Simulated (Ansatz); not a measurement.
## The polar optical mode of AlN at 40 GPa, worked through

Level of theory: Ansatz, DFT LDA, scalar-relativistic, plane waves, PAW. Settings: 420 eV plane-wave cutoff, Γ-centred 10×10×10 mesh, fixed occupations. No spin polarisation. Phonons by linear response, acoustic sum rule imposed.

The cell, relaxed at 40 GPa:
```xyz
2
Lattice="0.0000 2.0692 2.0692 2.0692 0.0000 2.0692 2.0692 2.0692 0.0000" Properties=species:S:1:pos:R:3 pbc="T T T"
Al    0.0000    0.0000    0.0000
N     3.1037    3.1037    3.1037
```

Other phases may be more stable at this pressure.

Linear response gives ν_TO = 810.1 cm⁻¹, Born charges ±2.527 e (positive on Al) and ε∞ = 4.356. The primitive cell holds 17.718 Å³, and the masses are 26.982 and 14.007 amu.

Question: Find ν_LO and the static dielectric constant.

Answer: The long-wave field adds a restoring force: ω_LO² − ω_TO² = Z*²e²/(ε_vac ε∞ μV). In these units ν_LO² − ν_TO² = 4.92064×10⁷ Z*²/(μ V ε∞) cm⁻², with μ = m₁m₂/(m₁ + m₂) = 9.220 amu: 441658 cm⁻². So ν_LO = √(810.1² + 441658) = 1047.8 cm⁻¹, and the run gives 1047.8. Lyddane–Sachs–Teller then gives ε0 = ε∞ (ν_LO/ν_TO)² = 7.29, against 7.29 in the run (it forms both from the same three quantities, so the match checks the arithmetic only). Between ν_TO and ν_LO the dielectric function is negative and an undamped crystal reflects fully: a reststrahlen band from 9.5 to 12.3 μm.

Question: What do the Clausius–Mossotti polarisability and the Szigeti charge come to?

Answer: With the Lorentz local field, α = (3V/4π)(ε∞ − 1)/(ε∞ + 2) = 2.23 Å³ for the pair, and e_S = 3Z*/(ε∞ + 2) = 1.19 e. The Born charge includes the electrons' response to the dipole's own local field, and e_S takes that enhancement out. The Lorentz field assumes point-like polarisable ions, a poor picture once ε∞ is this large, since the electron clouds then overlap or are shared, so both numbers are formal here.

Question: How strongly does a slow electron couple to the LO mode?

Answer: For one isotropic parabolic band, Fröhlich's constant is α_F = (1/ε∞ − 1/ε0) √(m* Ry/ħω_LO), with Ry = 13.606 eV, ħω_LO = 129.9 meV and m* in free-electron masses: α_F = 0.0923 × 10.23 × √m* = 0.95 √m*. The band mass isn't part of this run; for m* = 0.1, 0.3 and 1 it gives 0.30, 0.52, 0.95. In weak coupling the polaron lies α_F ħω_LO below the band edge (67 meV at m* = 0.3) with a mass m*(1 + α_F/6); past α_F of about 5 or 6 that expansion fails. A semilocal functional's ε∞ tends to be too large, which taken alone lowers α_F.

This zinc-blende form isn't the usual stable structure of the compound at low pressure.

Cost: 1 run of about 0.37 core-minutes, on Arm Neoverse V1 (shared hosts).